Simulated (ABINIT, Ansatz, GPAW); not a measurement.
# TiSn: 3 runs at one level of theory

```
Ti Sn
1.0
     0.00000    2.80055    2.80055
     2.80055    0.00000    2.80055
     2.80055    2.80055    0.00000
Ti Sn
1 1
Direct
  0.00000 0.00000 0.00000
  0.50000 0.50000 0.50000
```

The cell comes from a database or a generator and needn't be the stable form of this composition.

Alike in all runs: task single point; functional PBE; k mesh 8 × 8 × 8; occupations fermi-dirac, width 0.05 eV; no spin polarisation; no spin-orbit coupling. Pressure is positive in compression and, in plane waves, holds the error of the finite cutoff, which Ansatz's Pulay term estimates and takes out.

| program and potentials | plane-wave cutoff (eV) | notes | band gap (eV) | pressure (GPa) |
| --- | --- | --- | --- | --- |
| GPAW, GPAW PAW data sets (gpaw-data 1.2.1) | 600 | - | no gap | -0.36 |
| ABINIT, JTH PAW PBE v2.0 | 599 | - | no gap | 0.05 |
| Ansatz, Ansatz PAW (earlier soft set) | 420 | - | ? | ? |

Question: Estimate from the other rows what the run with Ansatz, Ansatz PAW (earlier soft set) gave.

Answer: No band gap; pressure -0.01 GPa. Its pressure holds a Pulay term of +0.02 GPa. The other rows, which needn't bracket it: pressure -0.36 to 0.05.
